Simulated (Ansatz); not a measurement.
The relaxed structure here is a generated cell of LiNbO3: the first start was made by a random draw of sites in a space group, and the end was not matched to a known phase here, so it may be hypothetical. Known forms of LiNbO3 include space group No. 161.

The end point of a relaxation of LiNbO3. Space group P4/nmm (No. 129). The numbers are results of PBEsol (plane waves to 420 eV, PAW, scalar-relativistic; Ansatz, a quantum-chemistry and plane-wave program), not measurements.

```xyz
10
Lattice="5.6237 0.0000 0.0000 0.0000 5.6237 0.0000 0.0000 0.0000 3.9818" Properties=species:S:1:pos:R:3 pbc="T T T"
Li     0.0000     0.0000     1.9909
Li     2.8118     2.8118     1.9909
Nb     0.0000     2.8118     2.2136
Nb     2.8118     0.0000     1.7683
O      4.2177     1.4059     1.9909
O      1.4059     4.2177     1.9909
O      1.4059     1.4059     1.9909
O      4.2177     4.2177     1.9909
O      0.0000     2.8118     0.0301
O      2.8118     0.0000     3.9518
```

For LiNbO3, the volume per atom is 12.59 Å³ and the density is 3.90 g/cm³. The band gap comes out as 1.30 eV, direct within 0.03 eV (at Z) (no spin-orbit coupling) and the smallest direct gap is 1.32 eV at Z. The shortest distances comes out as Nb–O 1.80 Å; Li–O 1.99 Å; O–O 2.79 Å; Li–Nb 2.82 Å and the k-mesh is 6×6×8.

Band energies at high-symmetry points (eV from the VBM; labels of this space group; no spin-orbit coupling), from −5 eV up to 6.3 eV:

```
point                                                                                                                                   energies
-----  -----------------------------------------------------------------------------------------------------------------------------------------
Γ         -3.42 -3.42 -2.68 -2.68 -2.44 -1.82 -1.82 -1.53 -1.53 -1.28 -1.10 -1.09 -1.09 -0.84 -0.77 1.30 2.27 2.27 4.76 4.76 5.10 5.11 5.24 5.78
X      -4.35 -4.35 -4.16 -4.16 -3.63 -3.63 -2.62 -2.62 -2.22 -2.22 -1.90 -1.90 -1.54 -1.54 -1.28 -1.28 -1.07 -1.07 3.34 3.34 3.59 3.59 3.63 3.63
M        -3.88 -3.88 -2.98 -2.98 -2.62 -2.62 -2.08 -2.08 -1.89 -1.89 -1.71 -1.71 -1.09 -1.09 -0.86 -0.86 2.38 2.38 3.82 3.82 4.73 4.73 5.58 5.58
Z          -4.95 -4.93 -4.63 -4.51 -4.51 -3.03 -3.03 -2.65 -2.65 -2.29 -1.46 -1.46 -1.35 -0.83 0.00 0.00 1.32 4.62 4.62 5.10 5.25 5.79 5.79 6.05
R                  -4.33 -4.33 -4.23 -4.23 -3.88 -3.88 -3.65 -3.65 -3.34 -3.34 -1.77 -1.77 -0.70 -0.70 -0.42 -0.42 3.42 3.42 5.04 5.04 5.15 5.15
A                  -4.85 -4.85 -4.60 -4.60 -3.83 -3.83 -2.65 -2.65 -2.30 -2.30 -1.93 -1.93 -1.73 -1.73 -0.03 -0.03 3.83 3.83 4.65 4.65 5.78 5.78
```

No spin polarisation in the result.

The run could not lose the symmetry of its start, so the end can be a saddle point.
